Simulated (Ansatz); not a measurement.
## Zone-centre phonons of Ru at 22 GPa: input and output

Method: DFT LDA, scalar-relativistic, plane waves, PAW in Ansatz.

Launched with:
```bash
ansatz run input.yaml --threads 1 --pin off --max-ram 3072MiB --backend cpu --events-out ev --progress --plain --runs-dir out
```

Input (bare energies are in eV):
```yaml
crystal:
  lattice:
    - [2.6267045313, 0.0, 0.0]
    - [-1.3133522656, 2.2747928523, 0.0]
    - [0.0, 0.0, 4.1582702571]
  atoms:
    - { symbol: Ru, position: [0.3333333333, 0.6666666667, 0.25] }
    - { symbol: Ru, position: [0.6666666667, 0.3333333333, 0.75] }
basis:
  ecutwfc: 420
kpoints:
  mp_grid: { grid: [18, 18, 10] }
hamiltonian:
  xc: lda
scf:
  occupations: { method: fermi_dirac, width: 0.15 }
output:
  eigenvalues: true
phonons:
  method: dfpt
  eigenvectors: true
```

The end of the output:
```
--- Phonons (Γ-DFPT): 2 representative perturbations + reference, on 546 of 3240 k-points (Σ response iterations 6) ---
  k mesh reduced under 4 symmetry operations, with k and −k counted as one. Each operation leaves every solved displacement unchanged or reverses it
  ASR residual: 3.113e-3 → 0.000e0 eV/Å²; symmetrization residual: 9.924e-10 eV/Å²
  ASR residual per site (eV/Å²): 3.11e-3 3.11e-3
  Γ frequencies (cm⁻¹): 0.00 0.00 0.00 219.91 219.91 308.78
  non-analytic LO–TO correction: not included (Born effective charges unavailable; polar crystals: no LO–TO splitting at Γ)
```

Time: 56 s on 1 thread of Arm Neoverse V2 (shared host), peak memory 1 GiB.

In a metal, frequencies and elastic constants depend on the k mesh and the smearing, soft modes and shear constants most. Other phases may be more stable at this pressure.